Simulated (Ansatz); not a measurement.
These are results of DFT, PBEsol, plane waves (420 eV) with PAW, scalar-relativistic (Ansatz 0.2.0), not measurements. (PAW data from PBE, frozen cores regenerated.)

An element in the diamond structure gives this curve. The cell is scaled uniformly from the relaxed one, with fractional coordinates and shape fixed. Energies are extrapolated to zero smearing, pressures are those at the given smearing. Magnetic state: spin not included.

```
V (Å³/atom)  E − E₀ (meV/atom)  P (GPa)
     29.403               47.1     4.32
     30.740               19.6     2.52
     32.076                4.9     1.16
     33.413                0.0     0.12
     34.749                2.7    -0.69
     36.086               11.3    -1.30
     37.422               24.2    -1.76
```

Question: Which element is it?
A. selenium
B. cadmium
C. yttrium
D. lanthanum

Answer: B. Its fit is V₀ = 33.54 Å³/atom, B₀ = 22 GPa, B₀′ = 5.7.
